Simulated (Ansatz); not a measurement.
A relaxation computed with Ansatz, from input to last step.

```yaml
crystal:
  lattice:
    - [2.0995685911, 2.0615317345, 4.2659293894]
    - [-2.1259095612, -2.1657565653, 4.3312122899]
    - [6.5413873352, -4.4630998568, 2.1816421077]
  atoms:
    - { symbol: "N", position: [0.9472875092, 0.7501966212, 0.5996024293] }
    - { symbol: "N", position: [0.8572950247, 0.2487705761, 0.7682256302] }
    - { symbol: "N", position: [0.3505549131, 0.7365896798, 0.7699979594] }
    - { symbol: "N", position: [0.7539615111, 0.7342414269, 0.0293002625] }
    - { symbol: "N", position: [0.1537551247, 0.7404111834, 0.1975837783] }
    - { symbol: "N", position: [0.0246029173, 0.2531039214, 0.4111553369] }
    - { symbol: "N", position: [0.5503425767, 0.735741579, 0.413605709] }
    - { symbol: "N", position: [0.4358836821, 0.2437833972, 0.6072381066] }
    - { symbol: "N", position: [0.243171341, 0.2692573862, 0.0264047972] }
    - { symbol: "N", position: [0.6699082379, 0.2832846379, 0.1920097054] }
    - { symbol: Al, position: [0.194866104, 0.9893848748, 0.5980221485] }
    - { symbol: Al, position: [0.6942299801, 0.4941973093, 0.5962243989] }
    - { symbol: Al, position: [0.91010662, 0.4981297209, 0.2069106066] }
    - { symbol: Mo, position: [0.7820688237, 0.0026489557, 0.3876547622] }
    - { symbol: Mo, position: [0.5308569508, 0.5110823707, 0.9756439725] }
    - { symbol: Hf, position: [0.595715315, 0.9886054471, 0.8080148294] }
    - { symbol: Hf, position: [0.9983095609, 0.0112403609, 0.9990725506] }
    - { symbol: Hf, position: [0.3026297399, 0.4866544231, 0.3987412835] }
    - { symbol: W, position: [0.073738526, 0.4898899788, 0.8148168461] }
    - { symbol: W, position: [0.4237936532, 0.0131500921, 0.2164353187] }
  symmetry: { detect: false }
basis:
  ecutwfc: 420
kpoints:
  mp_grid: { grid: [5, 4, 3] }
hamiltonian:
  xc: pbesol
scf:
  occupations: { method: gaussian, width: 0.1 }
  lower_state_search: "off"
output:
  forces: true
  stress: true
  eigenvalues: true
relax:
  adjacent_minimum: "off"
  f_tol: 0.04
  max_steps: 25
  cell: { stress_tol: 0.3 }
```

```bash
ansatz run input.yaml --threads 4 --pin off --max-ram 9216MiB --backend cpu --events-out ev --progress --plain --runs-dir out
```

Computed with DFT PBEsol, scalar-relativistic, plane waves, PAW (Ansatz 0.2.0).

Of 4 frames 3 are shown, positions in Å and forces in eV/Å; the SCF threshold varies from step to step. Steps run on the plane waves of an earlier cell, with a Pulay correction in the pressure. The basis is chosen afresh for the last frame, the zero of the energies, and at times for earlier ones too; energy and pressure step there, also at an unchanged geometry.

```xyz
20
Lattice="2.0996 2.0615 4.2659 -2.1259 -2.1658 4.3312 6.5414 -4.4631 2.1816" Properties=species:S:1:pos:R:3:forces:R:3 pbc="T T T" step=1 free_energy_over_end_meV_per_atom=0.27 pressure_GPa=0.14
N     4.3163   -2.3480    8.5984   -0.0154    0.0113    0.0375
N     6.2963   -2.2001    6.4106   -0.0557    0.0580   -0.0446
N     4.2069   -4.3092    6.3656   -0.0107    0.0078    0.0382
N     0.2137   -0.1666    6.4604    0.0645   -0.0405    0.0775
N     0.0412   -2.1684    4.2938   -0.0115   -0.0072   -0.0141
N     2.2031   -2.3325    2.0982   -0.0033    0.0500   -0.0100
N     2.2969   -2.3049    6.4367   -0.0068    0.0047    0.0058
N     4.3691   -2.3396    4.2401    0.0316   -0.0143   -0.0062
N     0.1109   -0.1997    2.2612   -0.0430   -0.0589    0.0187
N     2.0603   -0.0894    4.5036    0.0020   -0.0018   -0.0679
Al    2.2177   -4.4101    6.4212    0.0027   -0.0156   -0.0063
Al    4.3071   -2.3001    6.4028    0.0143   -0.0183    0.0035
Al    2.2053   -0.1261    6.4914   -0.0306    0.0065   -0.0021
Mo    4.1722   -0.1236    4.1934    0.0113   -0.0271    0.0130
Mo    6.4101   -4.3669    6.6067    0.0156   -0.0282   -0.0257
Hf    4.4346   -4.5192    8.5859   -0.0639    0.1235   -0.0015
Hf    8.6074   -2.4253    6.4870    0.0232    0.0160    0.0024
Hf    2.2091   -2.2097    4.2687    0.0575   -0.0793    0.0600
W     4.4434   -4.5456    4.2140   -0.0838    0.0450   -0.0171
W     2.2776   -0.1208    2.3370    0.1020   -0.0317   -0.0613
20
Lattice="2.0914 2.0552 4.2592 -2.1260 -2.1640 4.3308 6.5556 -4.4847 2.1757" Properties=species:S:1:pos:R:3:forces:R:3 pbc="T T T" step=2 free_energy_over_end_meV_per_atom=0.10 pressure_GPa=-0.08
N     4.3145   -2.3635    8.5917    0.0005   -0.0057    0.0019
N     6.2977   -2.2194    6.3999   -0.0315    0.0259    0.0031
N     4.2134   -4.3252    6.3616   -0.0112    0.0117    0.0162
N     0.2101   -0.1720    6.4567    0.0147   -0.0315    0.0244
N     0.0446   -2.1739    4.2877   -0.0040    0.0069    0.0194
N     2.2085   -2.3405    2.0962    0.0124    0.0146   -0.0139
N     2.2998   -2.3161    6.4317   -0.0027   -0.0115    0.0029
N     4.3753   -2.3557    4.2356    0.0001   -0.0072   -0.0365
N     0.1076   -0.2032    2.2589   -0.0040   -0.0025    0.0097
N     2.0580   -0.0991    4.4905   -0.0239    0.0207   -0.0439
Al    2.2239   -4.4218    6.4186    0.0165   -0.0342    0.0000
Al    4.3095   -2.3158    6.3968    0.0308   -0.0277   -0.0147
Al    2.2012   -0.1361    6.4795   -0.0367    0.0362    0.0370
Mo    4.1715   -0.1390    4.1867   -0.0039    0.0420    0.0289
Mo    6.4199   -4.3911    6.5962   -0.0307    0.0131   -0.0630
Hf    4.4386   -4.5316    8.5782   -0.0162    0.0041   -0.0097
Hf    8.6150   -2.4532    6.4745   -0.0042    0.0272    0.0105
Hf    2.2156   -2.2226    4.2668    0.0081   -0.0059   -0.0050
W     4.4492   -4.5623    4.2096    0.0494   -0.0247    0.0303
W     2.2816   -0.1303    2.3255    0.0357   -0.0513    0.0021
20
Lattice="2.0955 2.0583 4.2585 -2.1254 -2.1645 4.3265 6.5554 -4.4810 2.1767" Properties=species:S:1:pos:R:3:forces:R:3 pbc="T T T" step=4 free_energy_over_end_meV_per_atom=0.00 pressure_GPa=-0.04
N     4.3189   -2.3585    8.5884   -0.0027   -0.0013    0.0062
N     6.3002   -2.2130    6.3993   -0.0126    0.0104    0.0139
N     4.2147   -4.3210    6.3597   -0.0070   -0.0001    0.0020
N     0.2139   -0.1720    6.4535    0.0072   -0.0091    0.0062
N     0.0452   -2.1722    4.2858    0.0003    0.0022    0.0106
N     2.2089   -2.3392    2.0953    0.0003    0.0061   -0.0113
N     2.3034   -2.3137    6.4287    0.0001   -0.0016    0.0069
N     4.3773   -2.3526    4.2335   -0.0032   -0.0020   -0.0232
N     0.1093   -0.2028    2.2577   -0.0003    0.0015    0.0100
N     2.0597   -0.0954    4.4876   -0.0142    0.0103   -0.0340
Al    2.2255   -4.4200    6.4145    0.0164   -0.0300    0.0052
Al    4.3130   -2.3121    6.3942    0.0188   -0.0154   -0.0086
Al    2.2044   -0.1322    6.4774   -0.0290    0.0309    0.0313
Mo    4.1743   -0.1339    4.1875    0.0005    0.0298    0.0233
Mo    6.4211   -4.3852    6.5934   -0.0018   -0.0046   -0.0379
Hf    4.4407   -4.5263    8.5741    0.0015   -0.0004   -0.0008
Hf    8.6184   -2.4449    6.4754   -0.0029    0.0049    0.0001
Hf    2.2175   -2.2205    4.2650    0.0043    0.0015   -0.0068
W     4.4507   -4.5605    4.2092    0.0189   -0.0111    0.0157
W     2.2853   -0.1306    2.3245    0.0053   -0.0220   -0.0089
```

Time: 92 s on 4 threads of Intel(R) Xeon(R) Platinum 8259CL CPU @ 2.50GHz (Skylake/Cascade Lake), with other jobs on the host, peak memory 1.2 GiB.

The k mesh is coarse. Spin–orbit coupling is left out, which can shift energies with elements as heavy as these.